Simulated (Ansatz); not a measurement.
Mn$_{3}$SiN (anti-perovskite, Pm-3m) at seven volumes, PBE in the plane-wave PAW code Ansatz, scaled uniformly. One row is withheld.

```tsv
V (Å³/atom)	P (GPa)
9.361	30.02
9.670	18.36
9.978	8.40
10.287	0.00
10.595	-6.94
10.904	?
11.213	-16.49
```

Task: Fit the shown pressures and predict the withheld one.

Result: P = (3/2)B₀(x^(7/2) − x^(5/2))[1 + (3/4)(B′ − 4)(x − 1)] with x = (V₀/V)^(2/3). Least squares on the six rows gives V₀ = 10.290 Å³/atom, B₀ = 246 GPa, B′ = 5.53. At V = 10.904, x = 0.9621 and P = -12.15 GPa. The run itself gave -12.50 GPa.

The start of the workflow was typed in or built on a structure type; neither database checked (COD, Materials Project) lists it. Whether it is the stable phase at ambient conditions was not checked. Symmetry was held in the PBE relaxation; its stability against distortions is not shown here. Magnetic state: ferromagnetic, chosen from 4 collinear starts compared on coarse meshes (ties went to the first, and starts can fall back to one state), not a proven ground state. The volume moved by -16 % from the start of the relaxation. No Hubbard U is applied.

Potentials: the earlier of the program's two PAW sets.
